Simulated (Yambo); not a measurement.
```xyz
10
Lattice="5.3636 0.0000 0.0000 0.0000 4.0385 0.0000 -1.3697 0.0000 7.5058" Properties=species:S:1:pos:R:3 pbc="T T T"
C      1.3701     1.0096     2.6890
C      2.6239     3.0288     4.8169
N      1.4107     3.0288     4.9596
N      2.5832     1.0096     2.5462
N      3.8589     3.0288     4.6420
N      0.1350     1.0096     2.8638
Cl     2.6849     1.0096     7.1906
Cl     1.3090     3.0288     0.3152
La    -0.0574     1.0096     5.5237
La     4.0513     3.0288     1.9821
```

Response from Yambo on PBEsol (pw.x of Quantum ESPRESSO, ONCV potentials, scalar-relativistic) bands: 4×4×2 mesh, 127 bands, 3 Ry local-field block, 0.2 eV broadening.

Give the static electronic dielectric constant without and with local fields along each axis.


| field along | ε(0), independent particles | ε(0), RPA with local fields | refractive index √ε |
|---|---|---|---|
| x | 6.90 | 5.87 | 2.42 |
| y | 4.42 | 4.04 | 2.01 |
| z | 4.41 | 4.00 | 2.00 |
Electronic (clamped-ion) response only. PBEsol gaps are usually too small, which raises these values. Convergence of the RPA response with its 4×4×2 mesh was not tested. x, y and z are Cartesian axes of the cell as given.

Geometry of the Materials Project entry, not relaxed at this level.
